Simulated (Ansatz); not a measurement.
A geometry of Zn away from equilibrium: step 2 of the relaxation of a relaxed Zn cell, doubled along one cell vector, shaken by Gaussian noise of σ = 0.08 Å a coordinate. The numbers are results of PBE (plane waves to 420 eV, PAW, scalar-relativistic; Ansatz, a first-principles code), not measurements. Γ-centred k-mesh 8×15×13 on the run's cell (coarser than for final values), Fermi–Dirac smearing 0.05 eV.

```yaml
crystal:
  lattice:
    - [-3.48284, 3.44317, 2.57423]
    - [1.74274, -1.73079, 1.30114]
    - [1.73327, 1.72264, -1.29938]
  atoms:
    - { symbol: Zn, position: [0.98961, 0.00892, 0.97715] }
    - { symbol: Zn, position: [0.50411, 0.03639, 0.02949] }
```

Problem. Predict the force on each atom, in eV/Å.

Solution. 
```json
[
 {"atom": "Zn1", "Fx": "0.10", "Fy": "0.14", "Fz": "0.18"},
 {"atom": "Zn2", "Fx": "-0.10", "Fy": "-0.14", "Fz": "-0.18"}
]
```

Problem. What is the pressure?

Solution. +0.6 GPa, compression positive.

Problem. How far above the relaxed end point is this geometry?

Solution. 0.01 eV/atom; the path ends in Immm (No. 71) at a tolerance of 0.01 Å, I4/mmm (No. 139) at 0.1 Å.

No spin polarisation in the result.

The run could not lose the symmetry of its start: the end is stationary, and may be a saddle point rather than a minimum.

The end of the path is a generated cell of Zn: the first start was made by placing the elements on the sites of a structure type, and the end was not matched to a known phase here, so it may be hypothetical. Known forms of Zn include space group No. 194.
